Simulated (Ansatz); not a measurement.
Input:

MoIr:
Space group P4/mmm (No. 123); a = b = 2.7638 Å, c = 3.9208 Å, α = β = γ = 90.00°

| atom | site | symmetry | x | y | z |
|---|---|---|---|---|---|
| Ir | 1a | 4/mmm | 0.0000 | 0.0000 | 0.0000 |
| Mo | 1d | 4/mmm | 0.5000 | 0.5000 | 0.5000 |

This is the PBE-relaxed structure.

**Question.** All from PBE in the plane-wave PAW code Ansatz, unless another level is named. Give the formation energy from the elements (no fitted shifts).

**Answer.** -0.31 eV/atom.

**Question.** And the density of states at the Fermi level?

**Answer.** 0.50 states/eV per atom (mean over ±0.08 eV).

The start of the workflow was typed in or built on a structure type; neither database checked (COD, Materials Project) lists it. COD files the formula under space group No. 51. Its standing as an ambient phase is unchecked. Symmetry was held in the PBE relaxation; whether a distortion lowers the energy is not shown. No spin polarisation was allowed. Axis ratios of metals converge slowly with the k-mesh, so a and c are less sure than the volume. The references are the lowest solids computed at this level, not always the standard phases. Spin–orbit coupling is left out wherever it is not named.

Potentials: the later of the program's two PAW sets.
